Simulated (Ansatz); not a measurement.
A geometry of SrTiO3 away from equilibrium: the start of the relaxation of a generated cell, SrTiO3 built in the LiNbO3 structure type. Level of theory: PBEsol (plane waves to 420 eV, PAW, scalar-relativistic; Ansatz, an electronic-structure program). Γ-centred k-mesh 5×5×5 on the run's cell (coarser than for final values), Fermi–Dirac smearing 0.05 eV.

```xyz
10
Lattice="2.7850 1.6079 4.9033 -2.7850 1.6079 4.9033 0.0000 -3.2159 4.9033" Properties=species:S:1:pos:R:3:forces:R:3 pbc="T T T" free_energy=-15310.848 pressure_GPa=-8.7
Sr     0.0000     0.0000     4.2291    0.0000    0.0000    0.1639
Sr     0.0000     0.0000    11.5841    0.0000    0.0000    0.1639
Ti     0.0000     0.0000     0.1883    0.0000    0.0000    1.6016
Ti     0.0000     0.0000     7.5433    0.0000    0.0000    1.6016
O      1.6863     0.2606     6.1291   -0.6263    2.7227   -0.5885
O     -1.0689     1.3301     6.1291   -2.0448   -1.9038   -0.5885
O     -0.6174    -1.5907     6.1291    2.6711   -0.8190   -0.5885
O      0.6174     1.6251     8.5808   -2.6711   -0.8190   -0.5885
O     -1.7161    -0.2778     8.5808    2.0448   -1.9038   -0.5885
O      1.0987    -1.3473     8.5808    0.6263    2.7227   -0.5885
```

Positions in Å, forces in eV/Å, free energy of the cell in eV (comparable only within this code, potentials and settings). Largest force: 2.86 eV/Å, on O5, O6, O7, O8, O9, O10 (atoms numbered as listed); the geometry lies 0.37 eV/atom above the end of its relaxation.

No spin polarisation in the result.

The run could not lose the symmetry of its start: the end is stationary, and may be a saddle point rather than a minimum.

The end of the path is a generated cell of SrTiO3: the first start was made by placing the elements on the sites of a structure type, and the end was not matched to a known phase here, so it may be hypothetical. Known forms of SrTiO3 include space group No. 221.
